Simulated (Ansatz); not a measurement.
PbS (rock salt), relaxed with r²SCAN+D4 (Ansatz, a program for electronic structure, plane waves, PAW): a = 5.9512 Å, b = 5.9512 Å, c = 5.9512 Å, α = 90.00°, β = 90.00°, γ = 90.00°.

| Quantity | Result |
|---|---|
| gap (eV) | 0.65 |
| ΔH_f (eV/atom) | -0.68 |
| electron conductivity mass (mₑ) | 0.17 |

Question: The same phase is relaxed and computed with PBE+D3(BJ) in the same code. What are the cell and these values now?

Answer: a = b = c = 5.9340 Å, α = β = γ = 90.00°.

- gap (eV) = 0.36
- ΔH_f (eV/atom) = -0.59
- electron conductivity mass (mₑ) = 0.14

All cells were relaxed under the symmetry of their starts (and spin orders); stability against distortions was not tested throughout. Spin–orbit coupling is left out wherever it is not named.

Potentials: the later of the program's two PAW sets.

Ansatz is a plane-wave DFT program.

Formation energies count from the lowest solids of the elements computed at the same level, not from gases.
